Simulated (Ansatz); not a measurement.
# NaC₃O₃, one structure, two calculations

Cell: a COD entry, ions relaxed with PBE at fixed cell.

```cif
data_NaC3O3
_symmetry_space_group_name_H-M 'Fddd:1'
_symmetry_Int_Tables_number 70
_cell_length_a 7.9248
_cell_length_b 11.4835
_cell_length_c 14.3208
_cell_angle_alpha 90.000
_cell_angle_beta 90.000
_cell_angle_gamma 90.000
loop_
_atom_site_label
_atom_site_type_symbol
_atom_site_symmetry_multiplicity
_atom_site_Wyckoff_symbol
_atom_site_fract_x
_atom_site_fract_y
_atom_site_fract_z
Na Na 16 f 0.2500 0.3969 0.2500
C5 C 16 g 0.7500 0.7500 0.6468
C9 C 32 h 0.9103 0.7425 0.6988
O17 O 16 g 0.7500 0.7500 0.9406
O21 O 32 h 0.4529 0.2305 0.3435
```

One atom of each set is listed; the run and its k-mesh use a cell of 28 atoms with edges of 9.18, 8.18, 6.98 Å.

First run. Method: Kohn–Sham DFT in Ansatz, PBE, plane waves and PAW, scalar-relativistic, 420 eV cutoff, Γ-centred 5×5×5 k-points, Fermi–Dirac smearing 0.05 eV.

| site | V_zz (10²¹ V/m²) | η |
| --- | --- | --- |
| Na | -0.42 | 0.32 |
| C5 | 3.42 | 0.45 |
| C9 | 3.52 | 0.42 |
| O17 | -15.77 | 0.02 |
| O21 | -15.67 | 0.02 |

Second run. The same atoms and settings, except that the functional is r2SCAN and the cutoff is 500 eV.

Question: What does the second run give?

Answer: 

```
site    V_zz     η  change of V_zz
  Na   -0.45  0.33           -0.03
  C5    3.70  0.40           +0.28
  C9    3.81  0.36           +0.29
 O17  -16.30  0.04           -0.53
 O21  -16.20  0.03           -0.53
```

The largest change of V_zz is on O21, from -15.67 to -16.20. In per cent, |V_zz| changes by +8 on C, +3 on O (all sites that start above 0.5).

For the first run: With a gap of 0.9 eV on this mesh, small gradients can still move by 0.1 × 10²¹ V/m² or more as the k-mesh gets denser.
For the second run: The largest force is 0.6 eV/Å, so the atoms aren't at the calculated equilibrium and relaxing them would move these values.
